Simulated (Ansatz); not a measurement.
Relaxing a structure of CoSi2

The start is a relaxed CoSi2 cell, doubled along one cell vector, shaken by Gaussian noise of σ = 0.08 Å a coordinate. The cell and all atomic positions are relaxed at zero pressure with PBE (plane waves to 420 eV, PAW, scalar-relativistic; Ansatz, a quantum-chemistry and plane-wave program). First-step values are on the input's coarse k-mesh.

Ansatz input (later rounds restart from its end on a renewed k-mesh):
Ansatz 0.2 input:
```yaml
crystal:
  lattice:
    - [2.2021402361, -3.9146795916, 0]
    - [2.2021402361, 3.9146795916, 0]
    - [0, 0, 10.6687605932]
  atoms:
    - { symbol: Co, position: [0.4938245253, 0.5218627697, 0.0067984645] }
    - { symbol: Co, position: [0.4784955255, 0.4973822375, 0.5028572309] }
    - { symbol: Co, position: [0.5141974381, 0.4821371182, 0.2481915415] }
    - { symbol: Co, position: [0.4905328138, 0.5031132602, 0.7578894103] }
    - { symbol: Si, position: [-0.056300352, -0.0419352753, 0.0091729446] }
    - { symbol: Si, position: [-0.0046061548, 0.0036849261, 0.5041526967] }
    - { symbol: Si, position: [-0.0121580362, -0.003906, 0.2494508146] }
    - { symbol: Si, position: [0.0121587548, -0.0042848258, 0.7545376977] }
    - { symbol: Si, position: [0.676226392, 0.2646078782, 0.127176915] }
    - { symbol: Si, position: [0.7454216323, 0.2799431338, 0.6244005791] }
    - { symbol: Si, position: [0.2640054921, 0.705646686, 0.3683154154] }
    - { symbol: Si, position: [0.2577387203, 0.7226789305, 0.8938537892] }
basis: { ecutwfc: 420, ecutrho_ratio: 4, xc_grid: 2, fft_grid_basis: typed }
kpoints: { mp_grid: { grid: [6, 6, 3] } }
hamiltonian:
  xc: pbe
  dispersion: none
  pseudopotentials: { azcp: { folder: ./paw }, kind: paw }
scf: { occupations: { method: fermi_dirac, width: 0.05 } }
relax: { f_tol: 0.01, max_steps: 100, cell: { stress_tol: 0.02 } }
output: { forces: true, stress: true }
```

### Question
What pressure does the first self-consistent step give?

### Answer
+4 GPa (positive: the cell is compressed).

### Question
How does the volume per atom move from start to end?

### Answer
-17.0 %, from 15.33 to 12.73 Å³/atom.

### Question
Is the parent structure recovered?

### Answer
It does not go back: it reaches Cmcm (No. 63), 0.78 eV/atom below the parent.

### Question
How do the shortest distances between atoms change?

### Answer
The closest pairs of elements (up to four, under 3.6 Å), start → end: Co–Si 1.95 → 2.31 Å; Si–Si 2.43 → 2.42 Å; Co–Co 2.59 → 2.57 Å.

### Question
Is the relaxed structure metallic? Give its gap.

### Answer
Zero (metallic).

### Question
What does it relax into? Give the structure.

### Answer

Space group Cmcm (No. 63); a = 5.296 Å, b = 7.599 Å, c = 3.795 Å, α = 90.00°, β = 90.00°, γ = 90.00°

```
atom  site  symmetry       x       y       z
----  ----  --------  ------  ------  ------
Co      4c       m2m  0.0000  0.6142  0.2500
Si      8g       ..m  0.2719  0.3733  0.2500
```
(The calculation used a cell of 6 atoms; values per cell refer to that cell.)

Final values are on a 11×11×12 k-mesh of the relaxed cell. No spin polarisation in the result. A magnetic state may lie lower.

The relaxed structure here is a generated cell of CoSi2: the first start was made by a random draw of sites in a space group, and the end was not matched to a known phase here, so it may be hypothetical. Known forms of CoSi2 include space group No. 225.
